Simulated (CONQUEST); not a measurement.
Consider a self-consistent single point of TiSi2 (Cmcm, 12 atoms in the cell; from Materials Project mp-1077503, changed as shown).

```yaml
crystal:
  lattice:
    - [3.51538, 0.00000, 0.00000]
    - [0.00000, 13.32716, 0.00000]
    - [0.00000, 0.00000, 3.55020]
  atoms:
    - { symbol: Ti, position: [0.50000, 0.60312, 0.75000] }
    - { symbol: Ti, position: [0.00000, 0.89688, 0.25000] }
    - { symbol: Ti, position: [0.00000, 0.10312, 0.75000] }
    - { symbol: Ti, position: [0.50000, 0.39688, 0.25000] }
    - { symbol: Si, position: [0.50000, 0.94175, 0.75000] }
    - { symbol: Si, position: [0.00000, 0.55825, 0.25000] }
    - { symbol: Si, position: [0.00000, 0.75031, 0.75000] }
    - { symbol: Si, position: [0.50000, 0.74969, 0.25000] }
    - { symbol: Si, position: [0.00000, 0.44175, 0.75000] }
    - { symbol: Si, position: [0.50000, 0.05825, 0.25000] }
    - { symbol: Si, position: [0.50000, 0.25031, 0.75000] }
    - { symbol: Si, position: [0.00000, 0.24969, 0.25000] }
```

Computed with PBE, numerical atomic orbitals double-zeta with polarisation (the shipped basis), PseudoDojo norm-conserving potentials made for PBE (CONQUEST).

CONQUEST settings:

| setting | value |
|---|---|
| basis | DZP |
| Diag.MPMeshX, Y, Z | 4 1 4 |
| potentials | PseudoDojo norm-conserving PBE |
| Grid.GridCutoff | 140 Ha |
| DM.SolutionMethod | diagon |
| Diag.kT | 0.003675 Ha |
| Diag.GammaCentred | true |
| minE.SCTolerance | 1.0e-06 |
| SC.MaxIters | 100 |
| SC.LinearMixingFactor | 0.3 |
| SC.KerkerPreCondition | true |
| SC.KerkerFactor | 0.1 1/bohr |
| AtomMove.TypeOfRun | static |

Results:

```
Item                                                     Result
------------------------------------------------  -------------
Number of valence electrons                                  80
Number of bands                                             180
Number of k-points after the program's reduction             12
Size of the basis                                           180
Number of SCF iterations                                      9
FFT grid                                          36 × 144 × 36
Free energy E − TS                                -7386.1211 eV
Fermi level (on the code's own zero)                   -6.45 eV
Pressure                                               7.90 GPa
Largest force (vector length)                        0.328 eV/Å
```

Forces (eV/Å):
```tsv
atom	Fx	Fy	Fz
Ti1	0.000	-0.209	0.000
Ti2	0.000	0.209	0.000
Ti3	0.000	-0.209	0.000
Ti4	0.000	0.209	0.000
Si5	0.000	-0.328	0.000
Si6	0.000	0.328	0.000
Si7	0.000	0.080	0.000
Si8	0.000	-0.080	0.000
Si9	0.000	-0.328	0.000
Si10	0.000	0.328	0.000
Si11	0.000	0.080	0.000
Si12	0.000	-0.080	0.000
```

For comparison: a first run was changed to give this one (lattice vector b scaled by 0.99), and from it to this one the free energy goes up by 5.8 meV/atom, the pressure goes from 6.47 to 7.90 GPa and the largest force goes from 0.238 to 0.328 eV/Å.

The program uses no crystal symmetry, so grid and mesh can part values that symmetry would make equal. The atom-centred basis is finite, which shifts total energies, pressures and forces against plane waves. The structure comes from a collection of computed structures, made at another level of theory; the collection holds predicted forms beside known ones. Its lattice was then scaled. No clean gap shows at this smearing width and mesh (spacing up to 0.47 Å⁻¹); the mesh is coarse for partly filled bands, so the values carry mesh errors.

Cost on one core: roughly 2.7 core-minutes.
